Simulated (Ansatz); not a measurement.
**MoRu: from a starting cell to a relaxed one**

The start is a relaxed MoRu cell displaced along its unstable phonon at q = Γ (186i cm⁻¹), largest move 0.15 Å. The cell and all atomic positions are relaxed at zero pressure with PBE (plane waves to 420 eV, PAW, scalar-relativistic; Ansatz, a quantum-chemistry and plane-wave program). The first steps use a coarse 9×9×7 k-mesh.

Starting cell:
```yaml
crystal:
  lattice:
    - [4.32615, 0.00000, 0.00000]
    - [-2.16308, 3.74656, 0.00000]
    - [0.00000, 0.00000, 4.90662]
  atoms:
    - { symbol: Ru, position: [0.33333, 0.66667, 0.22950] }
    - { symbol: Ru, position: [0.66667, 0.33333, 0.77050] }
    - { symbol: Mo, position: [0.33333, 0.66667, 0.71943] }
    - { symbol: Mo, position: [0.66667, 0.33333, 0.28057] }
```

### Question
What is the largest force in the starting geometry, and on which atom (counted from 1)?

### Answer
1.29 eV/Å, on Mo3, Mo4 (atoms numbered as listed).

### Question
How does the volume per atom move from start to end?

### Answer
-9.7 %, from 19.88 to 17.94 Å³/atom.

### Question
What band gap does the relaxed structure have at this level?

### Answer
No gap (metallic).

### Question
Give the final cell and atomic positions.

### Answer

Space group P-3m1 (No. 164); a = b = 3.8358 Å, c = 5.6330 Å, α = β = 90.00°, γ = 120.00°

```csv
atom,site,symmetry,x,y,z
Ru,2d,3m.,0.3333,0.6667,0.1552
Mo,2d,3m.,0.6667,0.3333,0.3491
```

Final values are on a 14×14×8 k-mesh of the relaxed cell. No spin polarisation in the result.

The run could not lose the symmetry of its start: the end is stationary, and may be a saddle point rather than a minimum.

The relaxed structure here is a generated cell of MoRu: the first start was made by placing the elements on the sites of a structure type, and the end was not matched to a known phase here, so it may be hypothetical.
